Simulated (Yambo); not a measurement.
G0W0@LDA for Li4WO5 (space group I4, No. 79) in Yambo. Reference settings: 4×4×4 Γ-centred k mesh, bands 6 to 106 and a 6 Ry block in the screening, 106 bands in G with the Bruneval-Gonze terminator, plasmon pole fitted at 27.2 eV. The LDA gap (0.25, -0.25, 0.25) → X on this mesh is 3.19 eV; G0W0 gaps are taken between the same points.

```
change from the reference                                G0W0 gap (0.25, -0.25, 0.25) → X (eV)  shift of the valence edge (eV)
-------------------------------------------------------  -------------------------------------  ------------------------------
reference settings                                                                        5.43                           -0.66
exchange cut at 10 Ry                                                                     5.29                            0.59
86 bands in W, 86 bands in G, 3 Ry block, no terminator                                   5.64                           -0.50
5 Ry block                                                                                5.46                           -0.67
67 bands in W, 67 bands in G                                                              5.51                           -0.56
wavefunctions cut at 30 Ry                                                                5.43                           -0.65
no terminator                                                                       (withheld)                           -0.43
39 bands in W, 39 bands in G, 2 Ry block                                            (withheld)                           -0.96
```

Estimate the withheld gaps from the other rows; the computed values follow.


- no terminator, G0W0 gap (0.25, -0.25, 0.25) → X (eV): 5.52
- 39 bands in W, 39 bands in G, 2 Ry block, G0W0 gap (0.25, -0.25, 0.25) → X (eV): 6.30

The reference isn't shown to be the converged limit.

Spin-orbit coupling is not included.

Geometry of the Materials Project entry, not relaxed at this level; primitive cell a = 5.0593 Å, b = 5.0593 Å, c = 5.0593 Å, α = 99.48°, β = 99.48°, γ = 132.12°.

The structure is a Materials Project entry; no match was found in the copy of COD used, and its stability was not checked.

A shift is the quasiparticle energy of the state minus its LDA energy.
